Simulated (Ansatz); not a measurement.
# Relaxation of Y$_{2}$Ge

The calculation used DFT r2SCAN, scalar-relativistic, plane waves, PAW (Ansatz 0.2.0). (500 eV cutoff, 12×12×12 k-mesh, Gaussian smearing of 0.10 eV, no spin polarisation)

What was changed in Y2C: C → Ge on all its sites, cell and atoms relaxed.

Input:

```yaml
crystal:
  lattice:
    - [2.0705368108, 1.1954249851, 6.1889954962]
    - [-2.0705368108, 1.1954249851, 6.1889954962]
    - [0.0, -2.3908499702, 6.1889954962]
  atoms:
    - { symbol: "Y", position: [0.7509769523, 0.7509769523, 0.7509769523] }
    - { symbol: "Y", position: [0.2490230477, 0.2490230477, 0.2490230477] }
    - { symbol: Ge, position: [0.0, 0.0, 0.0] }
basis:
  ecutwfc: 500
kpoints:
  mp_grid: { grid: [12, 12, 12] }
hamiltonian:
  xc: r2scan
scf:
  occupations: { method: gaussian, width: 0.1 }
output:
  forces: true
  stress: true
  eigenvalues: true
relax:
  adjacent_minimum: "off"
  f_tol: 0.01
  max_steps: 60
  cell: { stress_tol: 0.1 }
```

F is the free energy. Steps run on the plane waves of an earlier cell, but the last one, and at times one on the way, on a freshly chosen basis, so a repeated geometry can differ a little in energy.

Steps:

```tsv
step	F − F(1) (eV)	largest force component (eV/Å)	V (Å³/atom)	P (GPa)
1	0.0000	0.027	30.638	0.03
2	0.0015	0.121	30.414	0.00
3	-0.0002	0.003	30.585	0.02
4	-0.0002	0.005	30.576	0.02
5	-0.0002	0.005	30.576	0.02
```

Relaxed structure:

```cif
data_structure
_symmetry_space_group_name_H-M 'P 1'
_symmetry_Int_Tables_number 1
_cell_length_a 6.6199
_cell_length_b 6.6199
_cell_length_c 6.6199
_cell_angle_alpha 36.465
_cell_angle_beta 36.465
_cell_angle_gamma 36.465
_cell_volume 91.73
loop_
_atom_site_label
_atom_site_type_symbol
_atom_site_fract_x
_atom_site_fract_y
_atom_site_fract_z
_atom_site_occupancy
Y1 Y 0.75127 0.75127 0.75127 1
Y2 Y 0.24873 0.24873 0.24873 1
Ge1 Ge 0.00000 0.00000 0.00000 1
```

The structure is trigonal, space group R-3m (No. 166). The conventional cell has a = 4.142 Å, b = 4.142 Å, c = 18.518 Å, α = 90.00°, β = 90.00°, γ = 120.00°. Around Y (site symmetry 3m) lie 3 Ge at 2.86 Å. Ge (site symmetry -3m) is surrounded by 6 Y at 2.86 Å.

The run converged. The run took about 2.3 core-minutes.